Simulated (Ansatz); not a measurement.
Structures of Al2Si3: which is lowest?

Plane-wave DFT in Ansatz with scalar-relativistic PAW potentials, cutoff 420 eV, Γ-centred meshes chosen by cell and gap, Gaussian smearing with energies taken to zero width. Every cell was relaxed (cell and atoms) in a run of its own, within the symmetry of its start. Functional: PBE.

Relaxed structures (starts from databases or built by putting these elements on another compound's sites):
A. R-3m, 5 atoms in the computed cell, a = 3.679 Å, c = 22.563 Å; sites (symmetry × multiplicity) Al 3m × 6, Si -3m × 3 + 3m × 6; start: built
B. P-3m1, 5 atoms in the computed cell, a = 3.809 Å, c = 7.091 Å; sites (symmetry × multiplicity) Al 3m. × 2, Si -3m. × 1 + 3m. × 2; start: built
C. R-3c, 10 atoms in the computed cell, a = 7.242 Å, c = 11.201 Å; sites (symmetry × multiplicity) Al 3. × 12, Si .2 × 18; start: built

**Question.** Rank them by energy. Could pressure change the order?

**Answer.**
| structure | group | E − E(lowest) (meV/atom) | V (Å³/atom) | gap on mesh (eV) |
| --- | --- | --- | --- | --- |
| B | P-3m1 | 0.0 | 17.82 | 0.00 |
| A | R-3m | 40 | 17.63 | 0.00 |
| C | R-3c | 172 | 16.96 | 0.00 |

B is lowest, 40 meV/atom under A. C is denser by 0.87 Å³/atom, so pressure favours it: ΔE/ΔV, with ΔE in eV and 1 eV/Å³ = 160.2 GPa, gives about 32 GPa for equal enthalpy if both cells were rigid; at such pressures compression changes ΔV much, so this is a scale only. Other structures may lie lower than all of these, and vibrations aren't counted.